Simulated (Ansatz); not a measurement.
TiP:
```
TiP
1.0
    3.07571     0.00000     0.00000
    0.00000     3.07571     0.00000
    0.00000     0.00000     3.07571
Ti P
1 1
Cartesian
  0.00000   0.00000   0.00000
  1.53786   1.53786   1.53786
```

Relaxed with PBE. Special points in fractions of this cell's reciprocal vectors: Γ (0.000, 0.000, 0.000); X (0.000, 0.500, 0.000); M (0.500, 0.500, 0.000); R (0.500, 0.500, 0.500).

Problem. List the band energies nearest the Fermi level at these points for plane-wave PAW PBE (Ansatz code).

Solution. In eV from the Fermi level; about four levels below and three above (degenerate sets whole), none deeper than 8.9 eV; points with the same levels are listed once.

| k | below | above |
|---|---|---|
| Γ | -1.49 -1.49 | 0.73 0.73 0.73 |
| X | -6.82 -1.06 -1.06 -0.43 | 2.37 3.12 5.74 5.74 |
| M | -4.36 -4.36 -1.39 | 0.82 0.82 2.70 |
| R | -7.31 -5.07 -5.07 -5.07 | 3.24 3.24 3.24 3.24 3.24 |

Space group Pm-3m (CsCl type). A made-up cell: these elements were put on the sites of a structure type; neither database checked (COD, Materials Project) lists it. COD files the formula under space group No. 194, so this cell is another polymorph or a model. Its standing as an ambient phase is unchecked. Symmetry was held in the PBE relaxation; whether a distortion lowers the energy is not shown. No spin polarisation was allowed.

Potentials: the earlier of the program's two PAW sets.
